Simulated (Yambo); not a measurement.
Yambo run on CdO2H2 (space group P-3m1, No. 164). The wavefunctions are PBEsol (pw.x of Quantum ESPRESSO, ONCV potentials, with spin-orbit coupling) ones on a 3×3×2 mesh (34 occupied bands); a = b = 3.543 Å, c = 4.585 Å, α = β = 90.00°, γ = 120.00°.

Yambo input:

```
rim_cut
gw0
dyson
el_el_corr
HF_and_locXC
ppa
em1d
RandQpts= 1000000
RandGvec= 1 Ry
EXXRLvcs= 102 Ry
VXCRLvcs= 408 Ry
Chimod= "HARTREE"
% BndsRnXp
 9 | 158 |
%
NGsBlkXp= 6 Ry
% LongDrXp
 1.0 | 1.0 | 1.0 |
%
PPAPntXp= 27.2114 eV
% GbndRnge
 1 | 158 |
%
GTermKind= "BG"
DysSolver= "n"
ExtendOut
% QPkrange
 1 | 1 | 34 | 35 |
 2 | 2 | 34 | 34 |
%
```

k points by index: 1 = Γ, 2 = A.

The o-*.qp file then holds:

```
#    K-point    Band    Eo [eV]    E [eV]    E-Eo [eV]    Vxc [eV]    Vnlxc [eV]    Sc|Eo [eV]    Sc|E [eV]    dSc/dw|Eo [eV]    Re(Z)    Im(Z)
#
    1    34    -0.291696    -1.325580    -1.033884    -21.28237    -27.03532    4.450836    4.719065    -7.058607    0.794027    -0.001433
    1    35    1.649172    2.404996    0.755825    -12.23988    -8.003907    -3.342443    -3.480145    -4.957070    0.845902    -0.927249E-3
    2    34    0.000000    -0.970584    -0.970584    -21.65344    -27.31706    4.439695    4.693040    -7.101504    0.793033    -0.001661
```
(The two width columns are left out.) Convergence of these settings isn't established.

Geometry relaxed with PBE+D3(BJ).

The structure is a Materials Project entry; no match was found in the copy of COD used, and its stability was not checked.
